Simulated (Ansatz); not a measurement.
## Run record: relaxation of NaF (Fm-3m)

Method: LDA, PAW on Ansatz 0.2.0's default frozen-core files (fitted under PBE), scalar-relativistic.

The cell comes from a PAW relaxation under the same functional.

Command line:

```sh
ansatz run input.yaml --threads 1 --pin off --max-ram 2560MiB --backend cpu --events-out ev --progress --plain --runs-dir out
```

input.yaml:

```yaml
crystal:
  lattice:
    - [0.0, 2.25177894848, 2.25177894848]
    - [2.25177894848, 0.0, 2.25177894848]
    - [2.25177894848, 2.25177894848, 0.0]
  atoms:
    - { symbol: Na, position: [0.0, 0.0, 0.0] }
    - { symbol: F, position: [0.5, 0.5, 0.5] }
kpoints:
  mp_grid: { grid: [10, 10, 10] }
scf:
  occupations: { method: fixed }
hamiltonian:
  xc: lda
  pseudopotentials: { kind: paw }
relax:
  f_tol: 0.002
  max_steps: 80
  cell: { p_target: 2 }
output:
  forces: true
  stress: true
```

The program printed:

```
Warning: RAYON_NUM_THREADS=1 ignored (pool sized by the plan → 1); use --threads N
Engine: ansatz 0.2.0, aarch64-unknown-linux-gnu
Pseudopotentials: kind: paw
Pseudopotential: Na, paw, valence charge 9, recommended cutoff 420 eV (normal), Na.paw.azcp
Pseudopotential: F, paw, valence charge 7, recommended cutoff 420 eV (normal), F.paw.azcp
Functional definition: SPW92
  exchange = slater_x
  correlation = pw_c
Crystal: 2 atoms, lattice volume = 22.835 Å³
Basis set: ecut = 420 eV, 459 PW (Γ)
Bands: 12, of which v1, the nominal top of the filled ones, is band 8 counted from 1 (7 counted from 0)
Symmetry: 48 space group operations
Space group: Fm-3m (ITA 225), of the structure as read, at distance tolerance 2.8e-5 Å
k-points: 47 of 1000
Non-local potential: Na, projectors of the file, l = 0: 3, l = 1: 2, l = 2: 1
Non-local potential: F, projectors of the file, l = 0: 2, l = 1: 2, l = 2: 1
PAW form: soft (Blöchl's): semilocal exchange-correlation on the pseudo side does not see the compensation charge
PAW frozen core: Na, regenerated for the run's functional, and the local potential with it (the file was generated under x = pbe(κ = 0.804, μ = 0.2195149727645171), c = pbe(β = 0.06672455060314922))
PAW frozen core: F, regenerated for the run's functional, and the local potential with it (the file was generated under x = pbe(κ = 0.804, μ = 0.2195149727645171), c = pbe(β = 0.06672455060314922))
PAW one-centre angular grid: Na, 110 points (default); XC on 64 Gauss nodes
PAW one-centre angular grid: F, 110 points (default); XC on 64 Gauss nodes
Initial density: superposition of atomic densities (neutral atoms: chi_scale 0, normalization atom), corrected by the library's trained network
Initial wavefunctions: pseudopotential atomic-orbital guess
Functional: x = slater, c = lda
SCF iter   1: F=—  HF=-2263.116374 eV  |F-HF|=—  |Δ(HF+E_count)|=         —  Δρ=2.02e-2  dr2=6.40e-2  ethr=1.77e-3  ⟨swp⟩=4.6  Hψ=2737  notcnv=0  defer=87
preconditioner: auto → none  [insulator: Δε(μ)=6.175 eV  Ē_g=26.383 eV  n_scr=8 (ndim 8)  ℏωp=29.1 eV  f_vac=0.103  ε∞_Penn≈2.2]
SCF iter   2: F=—  HF=-2263.095702 eV  |F-HF|=—  |Δ(HF+E_count)|=   2.07e-2  Δρ=9.94e-3  dr2=1.02e-2  ethr=4.00e-4  ⟨swp⟩=2.0  Hψ=1186  notcnv=0  defer=92
SCF iter   3: F=—  HF=-2263.092355 eV  |F-HF|=—  |Δ(HF+E_count)|=   3.35e-3  Δρ=1.48e-3  dr2=3.66e-4  ethr=6.40e-5  ⟨swp⟩=2.0  Hψ=795  notcnv=0  defer=91
SCF iter   4: F=—  HF=-2263.092221 eV  |F-HF|=—  |Δ(HF+E_count)|=   1.34e-4  Δρ=4.95e-4  dr2=1.83e-5  ethr=2.28e-6  ⟨swp⟩=2.2  Hψ=930  notcnv=0  defer=70
SCF iter   5: F=—  HF=-2263.092210 eV  |F-HF|=—  |Δ(HF+E_count)|=   1.08e-5  Δρ=3.90e-5  dr2=2.59e-7  ethr=1.14e-7  ⟨swp⟩=2.0  Hψ=668  notcnv=0
SCF iter   6: F=-2263.092210 eV  HF=-2263.092210 eV  |F-HF|=2.18e-9  |Δ(HF+E_count)|=   4.73e-8  Δρ=4.46e-6  dr2=2.45e-9  ethr=6.25e-10  ⟨swp⟩=4.0  Hψ=1641  notcnv=0
SCF 1 converged in 6 iterations: F = -2263.092210 eV  dr2 = 2.45e-9
  greatest PAW one-centre occupation: 0.999 electrons in one spin orbital (limit 2), on the Na atom at site 0 (counted from 0), in its partial waves of l = 0
[... 38 lines left out ...]
iter 1 solved again at ethr=5.12e-8 eV; its pass at ethr=3.10e-3 eV (dr2=8.19e-6 eV) is discarded
SCF iter   1: F=—  HF=-2263.088529 eV  |F-HF|=—  |Δ(HF+E_count)|=         —  Δρ=2.02e-4  dr2=8.71e-6  ethr=5.12e-8  ⟨swp⟩=2.7  Hψ=3200  notcnv=0
automatic band count: iteration 1 solves 11 bands in place of 12: the levels show a gap, and the empty bands left out lie too high to hold charge; the band table lists the bands solved (type scf.n_extra_bands for more)
preconditioner: auto → none  [insulator: Δε(μ)=6.638 eV  Ē_g=25.417 eV  n_scr=8 (ndim 8)  ℏωp=29.5 eV  f_vac=0.055  ε∞_Penn≈2.3]
SCF iter   2: F=—  HF=-2263.088525 eV  |F-HF|=—  |Δ(HF+E_count)|=   3.79e-6  Δρ=1.38e-4  dr2=1.56e-6  ethr=5.12e-8  ⟨swp⟩=2.0  Hψ=803  notcnv=0
SCF iter   3: F=—  HF=-2263.088525 eV  |F-HF|=—  |Δ(HF+E_count)|=   4.29e-7  Δρ=4.27e-5  dr2=2.67e-7  ethr=9.74e-9  ⟨swp⟩=2.0  Hψ=673  notcnv=0
SCF iter   4: F=-2263.088525 eV  HF=-2263.088525 eV  |F-HF|=1.89e-8  |Δ(HF+E_count)|=   8.11e-8  Δρ=1.72e-5  dr2=3.75e-8  ethr=5.06e-10  ⟨swp⟩=4.0  Hψ=1582  notcnv=0
SCF 5 converged in 4 iterations: F = -2263.088525 eV  dr2 = 3.75e-8
relax step   5: F+E_penalty+E_count = -2263.08852492 eV  Δ(F+E_penalty+E_count) = +3.869e-4 eV  max|allowed force component| = 9.343e-30 eV/Å  Δτ_max = 0.0000 Å  P = +2.000 GPa  Ω = 22.139 Å³  energy of the carried Pulay ...
iter 1 solved again at ethr=6.57e-7 eV; its pass at ethr=3.10e-3 eV (dr2=1.05e-4 eV) is discarded
SCF iter   1: F=—  HF=-2263.088258 eV  |F-HF|=—  |Δ(HF+E_count)|=         —  Δρ=2.65e-5  dr2=4.96e-8  ethr=6.57e-7  ⟨swp⟩=2.4  Hψ=4165  notcnv=0  defer=92
eigensolver tolerance schedule: the retry pair's looser diagonalisation over-reported the residual by 2118.41 of it (diagonalisation noise at 0.82 of the residual, at the tolerance the schedule requests for it); recorded, not ...
preconditioner: auto → none  [insulator: Δε(μ)=6.641 eV  Ē_g=26.867 eV  n_scr=8 (ndim 8)  ℏωp=29.5 eV  f_vac=0.058  ε∞_Penn≈2.2]
SCF iter   2: F=—  HF=-2263.088258 eV  |F-HF|=—  |Δ(HF+E_count)|=   3.95e-7  Δρ=1.34e-5  dr2=1.69e-8  ethr=3.10e-10  ⟨swp⟩=2.5  Hψ=969  notcnv=0  defer=66
SCF iter   3: F=—  HF=-2263.088258 eV  |F-HF|=—  |Δ(HF+E_count)|=   1.83e-9  Δρ=6.33e-6  dr2=2.86e-9  ethr=1.06e-10  ⟨swp⟩=2.0  Hψ=698  notcnv=0  defer=66
SCF iter   4: F=-2263.088258 eV  HF=-2263.088258 eV  |F-HF|=4.55e-12  |Δ(HF+E_count)|=  6.78e-10  Δρ=4.84e-7  dr2=1.63e-11  ethr=1.00e-12  ⟨swp⟩=4.4  Hψ=2562  notcnv=0
SCF 6 converged in 4 iterations: F = -2263.088258 eV  dr2 = 1.63e-11
relax step   6: F+E_penalty+E_count = -2263.08825794 eV  Δ(F+E_penalty+E_count) = +2.670e-4 eV  max|allowed force component| = 2.207e-29 eV/Å  Δτ_max = 0.0000 Å  P = +1.988 GPa  Ω = 22.139 Å³  stress off target by 1.22e-2 GPa  ...
basis re-selected at this cell: Δ(F+E_penalty+E_count) = +2.670e-4 eV, ΔP = -0.012 GPa vs the last step (what re-selecting the basis moved, of the pressure what is left beyond the Pulay correction that the steps carried, after ...
SCF converged after 4 iterations
Free energy (F): -2263.088258 eV
Harris-Foulkes:  -2263.088258 eV  (|F-HF|=4.55e-12)
Internal energy: -2263.088258 eV  (E = F + TS)
E sigma→0 (E₀):  -2263.088258 eV
Fermi energy:    1.510240 eV
--- Per-component energies (eV) ---
  E_band       = -221.100994
  E_kinetic    = 328.365662
  E_local      = -1617.781605  (includes V_loc(G=0)·N_el)
  E_nonlocal   = 192.778668
  E_hartree    = 567.593383
  E_xc         = -117.535752
  E_vxc        = -152.439167  (∫ρ·V_xc dr)
  E_paw        = -432.216678  (= ΣΔE_a)
  E_vpaw       = -107.213213  (= ΣTr[D̂ρ^β])
  E_aug_tail   = 0.001935  (compensation charges beyond the density's cutoff)
  E_ewald      = -1184.548014
  E_core_change = 0.254142  (= ΣΔE_core)
  E_smearing   = -0.000000  (= −TS)
  E_closure    = 0.000000  (closes the sum)
  Σ components = -2263.088258   (vs F -2263.088258, Δ=0.00e0)
--- Forces (eV/Å), atoms counted from 1 ---
  atom   1  Na    -0.00000000    -0.00000000     0.00000000
  atom   2  F      0.00000000    -0.00000000     0.00000000
  max |Σ_I F_I| component: 4.42e-29 eV/Å
--- Stress (GPa, compression-positive) ---
        1.987765      -0.000000      -0.000000
       -0.000000       1.987765       0.000000
       -0.000000      -0.000000       1.987765
  P = ⅓ Tr σ = 1.9878 GPa (19.878 kbar)
--- Relaxed structure (4 steps of the walk, 4 accepted, 2 SCFs on fresh bases) ---
  F+E_penalty+E_count = -2263.08825794 eV   max|allowed force component| = 2.207e-29 eV/Å   (the final SCF, on the basis selected at the relaxed cell)
  cell:  # Å, volume = 22.1391 Å³
    - [-6.560291492353072e-34, 2.2286587461092493, 2.2286587461092493]
    - [2.2286587461092493, -2.431746398902418e-34, 2.2286587461092493]
    - [2.2286587461092493, 2.2286587461092493, -8.355116387143542e-34]
  atoms:
    - { symbol: Na, position: [-5.568311409070007e-37, 2.5614232480447047e-36, 1.002296053610683e-36] }
    - { symbol: F, position: [0.5, 0.5, 0.5] }
```

Self-consistency was reached.

**Relaxation**

Relaxation of a crystal by Kohn-Sham DFT from the given cell to forces under 2 meV/angstrom; pressure positive in compression.

```
Volume change           : -3.049 %
Length change (a, b, c) : -1.027, -1.027, -1.027 %
Start pressure          : -0.04 GPa
```

Limits of these numbers: frozen-core PAW files fitted under PBE, their cores solved anew for the functional of the run.

It took 4.5 s on 1 thread of Arm Neoverse V1 (shared host), peak memory 0.26 GiB.
